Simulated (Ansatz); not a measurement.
ZnInNO in space group P3m1 (No. 156; In on 1b, Zn on 1c, O on 1b, N on 1c) under volume change, the program Ansatz at the PBE level (PAW), shape and atoms relaxed at each volume.

```csv
V (Å³/atom),E − E(relaxed) (meV/atom),P (GPa)
13.108,51.5,13.84
13.540,?,?
13.972,5.1,3.90
14.404,0.0,0.00
14.836,4.6,-3.31
15.268,?,?
15.700,37.2,-8.50
```

Complete the blanks.


- 15.268, E − E(relaxed) (meV/atom): 17.4
- 15.268, P (GPa): -6.12
- 13.540, E − E(relaxed) (meV/atom): 21.6
- 13.540, P (GPa): 8.47

What does a third-order Birch–Murnaghan fit give for V₀, B₀ and B′?

V₀ = 14.40 Å³/atom, B₀ = 119 GPa, B′ = 4.4.

The start of the workflow was typed in or built on a structure type; neither database checked (COD, Materials Project) lists it. Whether it is the stable phase at ambient conditions was not checked. The cell was relaxed with PBE under the symmetry of its start; its stability against distortions is not shown here.

Potentials: the earlier of the program's two PAW sets.
